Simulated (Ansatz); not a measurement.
Here is an unrelaxed guess for La2HfO2.

```yaml
crystal:
  lattice:
    - [3.92427, 0.00000, 0.00000]
    - [-1.96214, 3.39852, 0.00000]
    - [0.00000, 0.00000, 8.33327]
  atoms:
    - { symbol: La, position: [0.00000, 0.00000, 0.68224] }
    - { symbol: La, position: [0.00000, 0.00000, 0.31776] }
    - { symbol: Hf, position: [0.00000, 0.00000, 0.00000] }
    - { symbol: O, position: [0.33333, 0.66667, 0.50000] }
    - { symbol: O, position: [0.66667, 0.33333, 0.50000] }
```

Computed with DFT PBE, scalar-relativistic, plane waves, PAW (Ansatz 0.2.0). Cutoff 420 eV; k points 6×6×2 on the computed 5-atom cell (Γ-centred); Gaussian smearing, width 0.10 eV; no spin polarisation.

Energies over the elements count from the elements' standard structures at the same level (O₂ as a molecule), with no fitted energy shifts.

Q: Estimate its pressure, forces and energy as it stands.

A: The pressure is -2.1 GPa (the mean over three directions, positive in compression), the largest force is 4.51 eV/Å, and the energy is −0.58 eV/atom against the elements. The shortest distance is 2.27 Å.

Q: How much does it gain on relaxing, and where does it end?

A: Relaxing gains about 0.32 eV/atom (the start's value is from the coarse mesh, so the gain is rough) in 14 ionic steps and ends at −0.90 eV/atom on the finer mesh. The symmetry stays P6/mmm (No. 191). The volume per atom grows by 3.4 %, from 22.2 to 23.0 Å³. The shortest distance goes from 2.27 Å (O–O) to 2.20 Å (O–O). The ratio c/a of the conventional cell changes by a factor of 1.13. Conventional cell: a = 3.805 Å, c = 9.165 Å. La has 6 O at 2.59 Å, 1 La at 2.75 Å and 1 Hf at 3.21 Å; Hf is surrounded by 2 La at 3.21 Å and 6 Hf at 3.80 Å; O has 3 O at 2.20 Å and 6 La at 2.59 Å.

The last run used a 12×12×4 mesh (in the run's order of axes) for its 5-atom cell and Gaussian smearing of 0.10 eV. These runs have no spin–orbit coupling, which can matter for Hf. The cell is a metal run without spin; a magnetic state may lie lower. The relaxation can't lower the symmetry of the start. A structure relaxed within its symmetry needn't be a true minimum. Another cell of La2HfO2 relaxed alike, in Cmmm, lies 1.14 eV/atom lower, so this cell isn't the stable form at this level.
